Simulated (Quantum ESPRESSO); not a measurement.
# Where does C sit best among Si sites?

The results below are calculated, not measured. They come from pw.x of Quantum ESPRESSO 7.5, a plane-wave density functional program, with PseudoDojo standard norm-conserving files (v0.5 for PBE, v0.4.1 for LDA and PBEsol). The cells are made up: elements, strain and atom displacements were drawn at random, and nothing was relaxed. There is no spin polarisation, spin-orbit coupling or dispersion term.

The cell has 16 sites of a zincblende or diamond lattice (two cubes along c). Sites 1 to 8 hold Ge Si X X X Ge Si X; sites 9 to 16 hold Si Si Si Si Si Si Si Ge. Cell vectors in Å: (5.677, 0.000, 0.000); (0.000, 5.677, 0.000); (0.000, 0.000, 11.354). Settings: PBE, cutoff 1116 eV, 6 x 6 x 4 k mesh shifted by half a step, Fermi-Dirac smearing of 0.1 eV.

In each run one of the sites marked X holds C and the others hold Si; cell and positions stay the same. E is the free energy of the cell.

| site of the guest | first shell | mean distance (Å) | E above the lowest (eV) | P (GPa) | force on the guest (eV/Å) |
| --- | --- | --- | --- | --- | --- |
| 3 | Si4 | 2.437 | 0.089 | -8.45 | 0.249 |
| 4 | Si4 | 2.478 | 0.339 | -8.14 | 0.103 |
| 5 | GeSi3 | 2.516 | 0.445 | -7.87 | 0.572 |
| 8 | GeSi3 | 2.437 | 0.000 | -8.44 | 0.460 |

A rerun of one of these cells at 1347 eV and k mesh 8 x 8 x 6 moved values by no more than 0.003 eV in the cell's energy, 0.02 GPa in stress and 0.002 eV/Å in force.

## Reading the table

Site 8 is lowest, by 0.089 eV, over three times the rerun's bound. The first shells differ, so neighbours and distances change together and cannot be told apart here. The positions are random and not relaxed, so the differences hold for this frozen cell and are not site preferences of a real crystal.